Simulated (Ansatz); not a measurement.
Relaxed-ion elastic tensor of Ru3W (Cu3Au type, Pm-3m) in GPa (Voigt order), PBEsol (plane waves, PAW; program Ansatz); density 14.54 g/cm³, 13.91 Å³ per atom.

```csv
,1,2,3,4,5,6
1,501,260,260,0.0,0.0,0.0
2,260,501,260,0.0,0.0,0.0
3,260,260,501,0.0,0.0,0.0
4,0.0,0.0,0.0,246,0.0,0.0
5,0.0,0.0,0.0,0.0,246,0.0
6,0.0,0.0,0.0,0.0,0.0,246
```

Problem. Is the crystal mechanically stable?

Solution. Yes: the smallest eigenvalue of C is 241 GPa.

Problem. Work out the Voigt, Reuss and Hill averages.

Solution. K_V = 340, K_R = 340, K_H = 340; G_V = 196, G_R = 174, G_H = 185 GPa.

Problem. Give Young's modulus, Poisson's ratio, Pugh's ratio and the universal anisotropy index.

Solution. E = 9KG/(3K + G) = 469 GPa; ν = 0.27; K/G = 1.84 (near the Pugh limit of 1.75, no verdict); A_U = 5G_V/G_R + K_V/K_R − 6 = 0.63.

Problem. Estimate the sound speeds and the Debye temperature.

Solution. v_l = √((K + 4G/3)/ρ) = 6350 m/s, v_t = √(G/ρ) = 3560 m/s, mean 3970 m/s; Θ = (h/k)(3n/4πV)^(1/3) v_m = 491 K.

Problem. Give the Zener ratio and Young's modulus along [100], [110] and [111].

Solution. A = 2C44/(C11 − C12) = 2.04; 1/E = S11 − 2(S11 − S12 − S44/2)Γ with Γ = 0, 1/4, 1/3 gives 324, 491, 594 GPa.

The cell is a constructed one: a structure type filled with these elements; neither database checked (COD, Materials Project) lists it. Whether it is the stable phase at ambient conditions was not checked. The PBEsol relaxation kept the symmetry of its start; whether a distortion lowers the energy is not shown. No spin polarisation was allowed. As this level gives no gap, shear constants depend on the k-mesh and smearing (Fermi–Dirac, 0.1 eV here). Scalar-relativistic: spin–orbit coupling is off unless named, which matters more the heavier the elements.

Potentials: the earlier of the program's two PAW sets. The files were generated under PBE; for other functionals the program regenerates the frozen cores, and for LDA and PBEsol the local potential too.
